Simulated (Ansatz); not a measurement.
ScPdN2 (R-3m) was relaxed and computed twice in Ansatz (plane waves, PAW), once with PBE and once with r²SCAN.

```json
[
 {"": "cell", "run 1": "a = b = 3.2838 Å, c = 17.8331 Å, α = β = 90.00°, γ = 120.00°", "run 2": "a = b = 3.2554 Å, c = 17.8251 Å, α = β = 90.00°, γ = 120.00°"},
 {"": "ΔH_f (eV/atom)", "run 1": "-0.12", "run 2": "-0.22"},
 {"": "B₀ by P(V) fit (GPa)", "run 1": "114", "run 2": "124"}
]
```

Which run used which functional?

Run 1 is PBE, run 2 is r²SCAN.

Typed or built starts, not in the databases checked: ScPdN2, R-3m (Sc on 3b, Pd on 3a, N on 6c). All cells were relaxed under the symmetry of their starts (and spin orders); stability against distortions was not tested throughout. Rows with no word on spin ran without spin polarisation. Scalar-relativistic: spin–orbit coupling is off unless named, which matters more the heavier the elements.

Potentials: the later of the program's two PAW sets.

Ansatz (an electronic-structure program) is a plane-wave DFT program.

Formation energies count from the lowest solids of the elements computed at the same level, not from gases.
